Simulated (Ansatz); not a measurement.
# GaN: a run for the field gradients

```yaml
crystal:
  lattice:
    - [3.18, 0.0, 0.0]
    - [-1.59, 2.753960784, 0.0]
    - [0.0, 0.0, 5.166]
  atoms:
    - { symbol: Ga, position: [0.3333333333, 0.6666666667, -0.0010334306] }
    - { symbol: Ga, position: [0.6666666667, 0.3333333333, 0.4989665694] }
    - { symbol: "N", position: [0.3333333333, 0.6666666667, 0.3760334306] }
    - { symbol: "N", position: [0.6666666667, 0.3333333333, 0.8760334306] }
kpoints:
  mp_grid: { grid: [10, 10, 6] }
scf:
  occupations: { method: fermi_dirac, width: 0.02 }
  max_iter: 80
hamiltonian:
  xc: pbe
  pseudopotentials: { kind: paw }
output:
  forces: true
  stress: true
  populations: true
  efg:
    quadrupole_moments_barn: { Ga: 0.107, "N": 0.02044 }
    contact_densities: true
magnetization:
  spin_polarized: [1, 2]
```

```sh
ansatz run input.yaml --threads 1 --pin off --max-ram 3072MiB --backend cpu --events-out ev --progress --plain --runs-dir out
```

**Question.** Does this calculation finish, and if not, why?

**Answer.** The program refused the input. The input holds a value of the wrong type. The program says:

```
Error: YAML parse error: error: line 27 column 19: expected string scalar
  --> <input>:27:19
   |
25 |     contact_densities: true
26 | magnetization:
27 |   spin_polarized: [1, 2]
   |                   ^ expected string scalar
```

Against a sound input the change was `magnetization.spin_polarized`: not typed → [1, 2]; `scf.max_iter`: not typed → 80.

With the sound settings the run converges and gives V_zz (10²¹ V/m²) Ga 0.42 (η 0.00), N 0.024 (η 0.00). These hold for the positions as typed, which a relaxation reached. At this cell the PBE pressure is 7 GPa, so with PBE the cell would grow if it were relaxed.
